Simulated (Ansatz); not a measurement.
Values for one crystal, relaxed and computed with PBEsol (plane waves, PAW; program Ansatz); other levels are named.

- Volume per atom = 20.50 Å³
- Electronic character = metallic (no gap)
- Young's modulus = 106 GPa
- Hill bulk and shear moduli = 63.9 and 43.1 GPa
- Bulk modulus (Birch–Murnaghan fit) = 63.3 GPa
- Gap with spin–orbit coupling = none (metallic)
- Poisson's ratio = 0.22

**Question.** Which of these materials gives this?
(A) Si, I4_132 (Si on 8a)
(B) Ge, R-3 (Ge on 6c, Ge on 18f)
(C) Sb, diamond
(D) Te, diamond

**Answer.** B, Ge, R-3 (Ge on 6c, Ge on 18f)

The workflow started from a Materials Project entry (that database holds measured and hypothetical structures alike); the Crystallography Open Database copy checked does not list it. It is not the phase usual at ambient conditions (space group No. 227). The PBEsol relaxation kept the symmetry of its start; its stability against distortions is not shown here. As this level gives no gap, shear constants depend on the k-mesh and smearing (Fermi–Dirac, 0.1 eV here). Spin–orbit coupling is left out wherever it is not named.

Potentials: the later of the program's two PAW sets.
